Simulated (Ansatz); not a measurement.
The calculation used DFT PBE, scalar-relativistic, plane waves, PAW in Ansatz. Each cell gets a short relaxation within its symmetry: 420 eV, a coarse mesh through Γ, smearing of 0.15 eV, at most 16 steps to 0.08 eV/Å and 0.8 GPa. No spin polarisation. Energies are free energies per atom, good to about 0.1 eV/atom between metallic cells, end volumes are rough, and groups of ends are read at 0.1 Å.

Two trial cells of AlIn3Sb2N2, not yet relaxed:

A.

```cif
data_structure
_symmetry_space_group_name_H-M 'Pmn2_1'
_symmetry_Int_Tables_number 31
_cell_length_a 7.7500
_cell_length_b 6.7100
_cell_length_c 6.3300
_cell_angle_alpha 90.000
_cell_angle_beta 90.000
_cell_angle_gamma 90.000
_cell_volume 329.18
loop_
_atom_site_label
_atom_site_type_symbol
_atom_site_symmetry_multiplicity
_atom_site_Wyckoff_symbol
_atom_site_fract_x
_atom_site_fract_y
_atom_site_fract_z
_atom_site_occupancy
Al1 Al 2 a 0.00000 0.83300 0.00000 1
In1 In 4 b 0.75000 0.66700 0.50000 1
In2 In 2 a 0.50000 0.83300 0.00000 1
Sb1 Sb 2 a 0.00000 0.83300 0.37500 1
Sb2 Sb 2 a 0.50000 0.83300 0.37500 1
N1 N 4 b 0.25000 0.66700 0.87500 1
```

B.

```cif
data_structure
_symmetry_space_group_name_H-M 'P-6m2'
_symmetry_Int_Tables_number 187
_cell_length_a 5.8310
_cell_length_b 5.8310
_cell_length_c 6.9145
_cell_angle_alpha 90.000
_cell_angle_beta 90.000
_cell_angle_gamma 120.000
_cell_volume 203.60
loop_
_atom_site_label
_atom_site_type_symbol
_atom_site_symmetry_multiplicity
_atom_site_Wyckoff_symbol
_atom_site_fract_x
_atom_site_fract_y
_atom_site_fract_z
_atom_site_occupancy
Al1 Al 1 b 0.00000 0.00000 0.50000 1
In1 In 3 j 0.18251 0.81749 0.00000 1
Sb1 Sb 2 h 0.33333 0.66667 0.28039 1
N1 N 2 i 0.66667 0.33333 0.87946 1
```

Problem. Does the order of the two change on relaxation?

Solution. As given, A is lower by 0.77 eV/atom. Relaxed, A is lower by 0.39 eV/atom, so the order holds. A goes from Pmn2_1 at 20.6 Å³/atom to Pmn2_1 at 22.4 Å³/atom and gains 1.11 eV/atom. B goes from P-6m2 at 25.5 Å³/atom to P-6m2 at 36.5 Å³/atom and gains 1.49 eV/atom. The closest pair in A goes from Al–N, In–N and In–Sb at 2.37 Å to Al–N at 1.89 Å. The closest pair in B goes from N–N at 1.67 Å to N–N at 1.11 Å. At the end: counting N or Sb atoms around Al and In (for each partner element, those within 1.25 times its shortest distance or 1.15 times the sum of covalent radii, where it is the nearest in units of that sum or under 1.3; the shortest distance is added where it exceeds 1.18 times the sum of covalent radii), A has Al 4, In 4 and B has Al 6 from 4.3 Å, In 2. B holds Sb–Sb pairs (shortest 2.87 Å) and N–N pairs as short as in free N₂ molecules (shortest 1.11 Å); in A the shortest Sb–Sb distance is 3.54 Å and the shortest N–N distance is 3.28 Å.

Spin–orbit coupling, which can matter for Sb, is left out.
